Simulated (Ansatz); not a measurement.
Starting cell, LiCl (rock salt):

```xyz
4
Lattice="0.0000 5.1504 5.1504 2.5752 0.0000 2.5752 2.5752 2.5752 0.0000" Properties=species:S:1:pos:R:3 pbc="T T T"
Cl     0.0000     0.0000     0.0000
Cl     2.5752     2.5752     5.1504
Li     2.5752     2.5752     2.5752
Li     2.5752     5.1504     5.1504
```

A phonon eigenvector at L = (0.5, 0.0, 0.0) is frozen into this cell: atom i moves by Q times the vector below, so Q is the largest atomic displacement, in Å. The cell is held. (q is in reciprocal vectors of the primitive cell; the cell shown is doubled to hold the pattern.)

```json
[
 {"atom": "Li3", "x": "-0.577", "y": "0.577", "z": "0.577"},
 {"atom": "Li4", "x": "0.577", "y": "-0.577", "z": "-0.577"}
]
```

Atoms not listed stay in place.

These are PBE (plane waves to 420 eV, PAW, scalar-relativistic; Ansatz, a program for electronic structure) values and carry that method's errors. k mesh 11×11×11 (Γ-centred), Fermi-Dirac smearing 0.05 eV. Energies are smeared free energies. LiCl was relaxed with its symmetry unable to fall. ΔE is measured from the undisplaced structure.

| Q (Å) | ΔE (eV/cell) |
|---|---|
| -0.180 | 0.1237 |
| -0.120 | 0.0551 |
| -0.060 | 0.0138 |
| 0.000 | 0.0000 |
| 0.060 | 0.0138 |
| 0.120 | 0.0551 |
| 0.180 | 0.1237 |

Q: Which DFPT wavenumber at L = (0.5, 0.0, 0.0) belongs to this mode?
(A) 185 cm⁻¹
(B) 103 cm⁻¹
(C) 387 cm⁻¹

A: C, 387 cm⁻¹. The curvature of the scan gives 387 cm⁻¹

(A displaced cell: forces are minus the slopes of the energy, force constants its curvatures, and phonons follow from these.)
